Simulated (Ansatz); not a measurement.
**As (bcc): energy against volume**

Level of theory: DFT, LDA (PW92), plane waves (420 eV) with PAW, scalar-relativistic in Ansatz. The PAW files were generated under PBE, with cores re-solved for the functional.

The cell is scaled uniformly from the relaxed one, with fractional coordinates and shape fixed. Energies are extrapolated to zero smearing, pressures are those at the given smearing. Magnetic state: spin not included.

A Birch-Murnaghan fit gives V₀ = 17.80 Å³/atom, B₀ = 97 GPa, B₀′ = 4.9.

(1) What are the energy above the minimum and the pressure at 15.695 Å³/atom?

(2) What are the energy above the minimum and the pressure at 18.549 Å³/atom?

(3) What are the energy above the minimum and the pressure at 19.976 Å³/atom?

Answers

(1) 96.8 meV/atom and 16.49 GPa as computed.

(2) 8.8 meV/atom and -3.45 GPa as computed.

(3) 63.9 meV/atom and -8.44 GPa as computed.
